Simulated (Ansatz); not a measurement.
Method: PBE, no spin polarisation; PAW, plane waves to 420 eV, 6×6×6 Γ-centred mesh, gaussian occupations (width 0.1866 eV) (Ansatz 0.2.0), atoms fixed.

Computed maps in the lattice plane spanned by a (left to right, 4.72 Å, 14 points from zero) and b (bottom to top, 4.72 Å, 14 points from zero), 120° apart, at height 0.751 along c. The fields are smooth PAW ones with compensation charges, not the true ones near nuclei.

Valence density. Digits on a logarithmic scale: 0 up to 0.03 e/Å³, each further digit a factor of 1.6, 9 from 1.3 e/Å³ up:
```
57997424688754
45653247999743
23221379999632
22211599998421
55422599985224
98532578753368
99522344323699
98421222225999
96323443236999
74346764247999
54689974235776
56899984224556
67999962124566
58999742345655
```

ELF. Ten even steps from '0' (0.01) to '9' (0.84):
```
28998202787410
15751029989610
00000189769600
00000599699300
56300699995003
99600489840069
99600133100699
99300000005985
95000110018977
40027872018998
10389993015652
12887982001111
16857970000012
18999810022111
```

Question: The cell is HPdF6. Which atoms lie within 0.2 Å of this plane, and where (fractions of a and b)?

Answer: F at (0.25, 0.08), F at (0.92, 0.42), F at (0.58, 0.75). The whole cell:
```yaml
crystal:
  lattice:
    - [4.71729, 0.00000, 0.00000]
    - [-2.35865, 4.08530, 0.00000]
    - [-2.35865, 1.36177, 4.45419]
  atoms:
    - { symbol: F, position: [0.25000, 0.08300, 0.75100] }
    - { symbol: F, position: [0.91700, 0.41600, 0.75100] }
    - { symbol: F, position: [0.58400, 0.75000, 0.75100] }
    - { symbol: F, position: [0.75000, 0.91700, 0.24900] }
    - { symbol: F, position: [0.08300, 0.58400, 0.24900] }
    - { symbol: F, position: [0.41600, 0.25000, 0.24900] }
    - { symbol: H, position: [0.50000, 0.50000, 0.50000] }
    - { symbol: Pd, position: [0.00000, 0.00000, 0.00000] }
```

Origin: a known structure type with other elements, at an estimated volume, so it need not be a known compound. Caveats: many states at the Fermi level without spin polarisation, so a magnetic state may lie lower; wide smearing.
